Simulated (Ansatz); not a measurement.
Computed with Ansatz 0.2.0, DFT PBE, scalar-relativistic, plane waves, PAW. Settings: cutoff 420 eV, Γ-centred meshes spaced at most about 0.3 Å⁻¹, and about 0.25 Å⁻¹ or finer for metals (2π included), Gaussian smearing. No spin polarisation in the final relaxations.

These are static total energies at zero pressure.

Two forms of LaNb2F3 were relaxed alike.

1.

```yaml
crystal:
  lattice:
    - [5.33771, 0.00000, 0.00000]
    - [-2.66885, 4.62259, 0.00000]
    - [0.00000, 0.00000, 4.35493]
  atoms:
    - { symbol: La, position: [0.00000, 0.00000, 0.50000] }
    - { symbol: Nb, position: [0.33333, 0.66667, 0.50000] }
    - { symbol: Nb, position: [0.66667, 0.33333, 0.50000] }
    - { symbol: F, position: [0.33333, 0.66667, 0.00000] }
    - { symbol: F, position: [0.66667, 0.33333, 0.00000] }
    - { symbol: F, position: [0.00000, 0.00000, 0.00000] }
```

2.

```yaml
crystal:
  lattice:
    - [2.59301, 1.49708, 4.48473]
    - [-2.59301, 1.49708, 4.48473]
    - [0.00000, -2.99415, 4.48473]
  atoms:
    - { symbol: La, position: [0.00000, 0.00000, 0.00000] }
    - { symbol: Nb, position: [0.71060, 0.71060, 0.71060] }
    - { symbol: Nb, position: [0.28940, 0.28940, 0.28940] }
    - { symbol: F, position: [0.00000, 0.50000, 0.00000] }
    - { symbol: F, position: [0.50000, 0.00000, 0.00000] }
    - { symbol: F, position: [0.00000, 0.00000, 0.50000] }
```

Question: Which is lower in energy, and by how much?

Answer: Cell 1 is lower, by 12 meV/atom. Cell 1 has space group P6/mmm (No. 191), 17.9 Å³/atom and no gap on its mesh; cell 2 has space group R-3m (No. 166), 17.4 Å³/atom and no gap. Counting F atoms around La and Nb (those within 1.25 times the shortest such distance or 1.15 times the sum of covalent radii), cell 1 has La 2, Nb 2 and cell 2 has La 6, Nb 3. In cell 1, La is surrounded by 2 F at 2.18 Å and 6 Nb at 3.08 Å; Nb has 2 F at 2.18 Å, 3 La at 3.08 Å and 3 Nb at 3.08 Å; F on a site of symmetry -6m2 is surrounded by 2 Nb at 2.18 Å; 1 more site not described. In cell 2, La has 6 F at 2.70 Å, 6 Nb at 3.05 Å and 2 Nb at 3.89 Å; Nb has 3 F at 2.23 Å, 3 La at 3.05 Å, 3 Nb at 3.22 Å, 6 F at 3.84 Å and 1 La at 3.89 Å; F is surrounded by 2 Nb at 2.23 Å, 4 F at 2.59 Å and 2 La at 2.70 Å. Both come from invented guesses. A third cell relaxed alike, in P-3m1, lies 15 meV/atom below the lower of the two.

The k mesh leaves some 4 meV/atom of noise in the energy of each metallic cell. A magnetic state wasn't ruled out in cells without spin, among them P6/mmm, R-3m. Cells relaxed within their symmetry can be saddle points.
